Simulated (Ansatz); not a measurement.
Given:

Na$_{2}$PdSe$_{2}$:
Space group Cmc2₁ (No. 36); a = 3.7112 Å, b = 10.7041 Å, c = 11.3214 Å, α = β = γ = 90.00°

```csv
atom,site,symmetry,x,y,z
Na,4a,m..,0.0000,0.4365,0.1273
Na,4a,m..,0.0000,0.1757,0.9068
Pd,4a,m..,0.0000,0.1352,0.2484
Se,4a,m..,0.0000,0.7223,0.1274
Se,4a,m..,0.0000,0.5468,0.3681
```
(The calculation used a cell of 10 atoms; values per cell refer to that cell.)

This is the r²SCAN-relaxed structure.

**Question.** All from r²SCAN (plane waves, PAW; program Ansatz), unless another level is named. Estimate the hole effective mass.

**Answer.** 0.77, 1.3, 1.9 mₑ (principal values).

**Question.** Give the formation energy from the elements (no fitted shifts).

**Answer.** -0.96 eV/atom.

**Question.** And the smallest direct gap on the standard path?

**Answer.** 1.43 eV.

**Question.** And the weight of the conduction-edge state by species (Voronoi cells)?

**Answer.** Se 45 %, Pd 39 %, Na 16 %.

**Question.** Give the weight of the valence-edge state by species (Voronoi cells).

**Answer.** Se 62 %, Pd 31 %, Na 7 %.

Space group Cmc2_1. The first step of the workflow began from a Materials Project structure, measured or hypothetical; the Crystallography Open Database copy checked does not list it. Whether it is the stable phase at ambient conditions was not checked. The cell was relaxed with r²SCAN under the symmetry of its start; its stability against distortions is not shown here. No spin polarisation was allowed. The references are the lowest solids computed at this level, not always the standard phases. Scalar-relativistic: spin–orbit coupling is off unless named, which matters more the heavier the elements.

Potentials: the later of the program's two PAW sets.
